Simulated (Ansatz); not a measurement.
Input and command of a plane-wave DFT calculation in Ansatz:

```yaml
crystal:
  lattice:
    - [-1.6295, 1.8895, 6.1195]
    - [1.6295, -1.8895, 6.1195]
    - [1.6295, 1.8895, -6.1195]
  atoms:
    - { symbol: Ca, position: [0.85, 0.35, 0.5] }
    - { symbol: Ca, position: [0.15, 0.65, 0.5] }
    - { symbol: Cu, position: [0.5, 0.0, 0.5] }
    - { symbol: O, position: [0.66, 0.16, 0.5] }
    - { symbol: O, position: [0.34, 0.84, 0.5] }
    - { symbol: O, position: [0.0, 0.0, 0.0] }
basis:
  ecutwfc: 420
kpoints:
  mp_grid: { grid: [14, 14, 14] }
hamiltonian:
  xc: pbesol
scf:
  occupations: { method: gaussian, width: 0.1 }
output:
  forces: true
  stress: true
  eigenvalues: true
relax:
  adjacent_minimum: "off"
  f_tol: 0.01
  max_steps: 40
```

```bash
ansatz run input.yaml --threads 2 --pin off --max-ram 5120MiB --backend cpu --events-out ev --progress --plain --runs-dir out
```

Processor: Intel(R) Xeon(R) Platinum 8488C (Sapphire Rapids), 2 threads, on a host shared with other jobs.

Q: Estimate time, memory and problem size.

A: About 2.2 min on 2 threads of Intel(R) Xeon(R) Platinum 8488C (Sapphire Rapids), on a shared host, peak memory 1 GiB. It solves 35 bands at 428 k points (the mesh reduced by symmetry) with about 1483 plane waves, in 32 SCF iterations over 5 ionic steps.
